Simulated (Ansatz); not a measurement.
# Al: where the heat goes in a short trajectory

Method: DFT PBEsol, scalar-relativistic, plane waves, PAW in Ansatz 0.2.0. Settings: plane waves to 420 eV, k-mesh 3×3×3 (Γ-centred), Fermi–Dirac smearing 0.05 eV. The mesh is coarse. No spin polarisation.

18 atoms start on the lattice sites below (V = 300.0 Å³, 1.00 times the source cell's; static pressure -1.05 GPa, largest force component 0.01 eV/Å) with velocities drawn for 300 K; Langevin thermostat aiming at the same temperature, fixed cell, 150 steps of 3 fs.

```
CELL_PARAMETERS angstrom
-4.21868 2.43566 -4.86685
4.21868 2.43566 -4.86685
0.00000 -4.87132 -4.86685
ATOMIC_POSITIONS crystal
Al 0.97222 0.97222 0.30556
Al 0.30556 0.97222 0.97222
Al 0.63889 0.30556 0.30556
Al 0.30556 0.63889 0.30556
Al 0.97222 0.30556 0.97222
Al 0.63889 0.97222 0.63889
Al 0.30556 0.30556 0.63889
Al 0.63889 0.63889 0.97222
Al 0.97222 0.63889 0.63889
Al 0.36111 0.02778 0.36111
Al 0.69444 0.02778 0.02778
Al 0.02778 0.36111 0.36111
Al 0.69444 0.69444 0.36111
Al 0.36111 0.36111 0.02778
Al 0.02778 0.02778 0.69444
Al 0.69444 0.36111 0.69444
Al 0.02778 0.69444 0.02778
Al 0.36111 0.69444 0.69444
```

```csv
t (fs),T (K),kinetic energy (meV/atom),potential energy over the first frame (meV/atom),P with the kinetic part (GPa)
0.0,283,36.6,0.0,-0.82
30.0,143,18.5,28.6,-0.09
60.0,221,28.6,31.3,0.13
90.0,267,34.6,32.2,0.15
120.0,341,44.1,21.6,-0.07
150.0,270,35.0,33.3,0.21
180.0,302,39.0,36.7,0.36
210.0,242,31.2,39.8,0.40
240.0,359,46.5,29.8,0.20
270.0,333,43.1,41.8,0.57
300.0,370,47.8,40.1,0.60
330.0,313,40.5,40.7,0.58
360.0,328,42.4,33.9,0.41
390.0,294,38.0,38.0,0.40
420.0,349,45.2,34.4,0.38
450.0,298,38.5,35.4,0.36
```

T counts 3N degrees of freedom. Means over every step of the second half, not only the rows shown: T = 331 K, kinetic energy 42.8 meV/atom, potential energy 36.7 meV/atom, P = 0.44 GPa.

Task: Does the potential energy follow equipartition for harmonic vibrations?

Result: In a harmonic crystal each vibration holds as much potential as kinetic energy on average; T is counted on all 3N degrees of freedom here, and the thermostat also drives the centre of mass, which has no potential energy, so the share is (N − 1)/N of the kinetic energy, 40.4 meV/atom. The run has 36.7, a ratio of 0.91. That is near one, as for a crystal vibrating about its sites. So short a run gives a rough mean. Electronic entropy is part of the potential energy at this smearing.

Task: Split the rise of pressure into the kinetic part and the rest. Can a thermal Grüneisen parameter be estimated?

Result: The program counts the kinetic part as N k_B T/V = 0.27 GPa. The pressure lies 1.49 GPa over the static one in all, so the forces add 1.21 GPa. For a harmonic mode with ω ∝ V^(−γ) and an amplitude that scales with the cell, the forces add (2γ − 2/3)U/V, which needs no equipartition; when U equals the kinetic energy K, this and the kinetic part 2K/(3V) sum to the Mie–Grüneisen γE_th/V. With U = N × 36.7 meV, γ = 1/3 + V ΔP_forces/(2U) = 2.06, for harmonic vibrations a mean over the modes weighted by their potential energy, for uniform scaling of the cell (in a layered or otherwise anisotropic crystal this differs from γ under hydrostatic pressure). Most solids fall between 1 and 3, and tetrahedral, framework and layered ones often lower; anharmonic motion and pressure swings in a cell of 18 atoms make this value uncertain by tenths or more.

Cost: 1 run of about 29 core-minutes (earlier runs that led there not counted), on Arm Neoverse V1 (shared hosts).